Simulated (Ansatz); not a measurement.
Given:

ZrGeSe:
```yaml
crystal:
  lattice:
    - [3.68426, 0.00000, 0.00000]
    - [0.00000, 3.68426, 0.00000]
    - [0.00000, 0.00000, 8.24871]
  atoms:
    - { symbol: Zr, position: [0.00000, 0.50000, 0.73676] }
    - { symbol: Zr, position: [0.50000, 0.00000, 0.26324] }
    - { symbol: Ge, position: [0.00000, 0.00000, 0.00000] }
    - { symbol: Ge, position: [0.50000, 0.50000, 0.00000] }
    - { symbol: Se, position: [0.50000, 0.00000, 0.62003] }
    - { symbol: Se, position: [0.00000, 0.50000, 0.37997] }
```

This is the PBEsol-relaxed structure.

Question: All from PBEsol (plane waves, PAW; program Ansatz), unless another level is named. Predict the electronic character.

Answer: metallic (no gap).

Question: Next, the formation energy from the elements (no fitted shifts)?

Answer: -1.14 eV/atom.

Question: Next, the density of states at the Fermi level?

Answer: 0.09 states/eV per atom (mean over ±0.08 eV).

Question: Next, the gap with spin–orbit coupling?

Answer: none (metallic).

Space group P4/nmm. The first step of the workflow began from a Materials Project structure, measured or hypothetical; the Crystallography Open Database files this formula in space group No. 129, but the cells were not matched. Its standing as an ambient phase is unchecked. The cell was relaxed with PBEsol under the symmetry of its start; its stability against distortions is not shown here. No spin polarisation was allowed. The references are the lowest solids computed at this level, not always the standard phases. Scalar-relativistic: spin–orbit coupling is off unless named, which matters more the heavier the elements.

Potentials: the later of the program's two PAW sets.
